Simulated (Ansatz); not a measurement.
## Au (Fm-3m) under several functionals

**The experiment to reproduce.**

From “Mechanisms for carbon adsorption on Au(110)-(2*1): A work function analysis”, 2018, arxiv:1805.06931, for a bulk crystal of Au at 298 K: lattice constant a 4.078 Å.

Plane-wave DFT in Ansatz with scalar-relativistic PAW potentials. The same structure was relaxed (cell and atoms, symmetry kept) in separate runs at each level. No spin polarisation.

```tsv
level	cutoff (eV)	k mesh	V (Å³/atom)	a (Å)
LDA	420	18×18×18	16.591	4.049
PBEsol	420	18×18×18	17.026	4.084
r2SCAN	500	18×18×18	17.539	4.124
```

Problem. Where does PBE (420 eV, k mesh 18×18×18) fall?

Solution. V (Å³/atom) 17.971, a (Å) 4.158. Its volume is the largest of the set. The usual order of volumes, LDA < PBEsol < PBE, holds here (16.591, 17.026, 17.971 Å³/atom). As a rule LDA overbinds; PBEsol, built on the gradient expansion of slowly varying densities, lies between LDA and PBE; PBE's stronger gradient term for exchange weakens bonds. r2SCAN lies 2.4 % under PBE in volume.

For PBE: Measured lattice constant a of Au: 4.078 Å (298 K; quoted in “Mechanisms for carbon adsorption on Au(110)-(2*1): A work function analysis”, 2018, arxiv:1805.06931). This calculation gives 4.158 Å (+2.0 %). The calculations are for 0 K without zero-point motion.

Spin-orbit coupling is left out, which matters for the bands of heavy elements.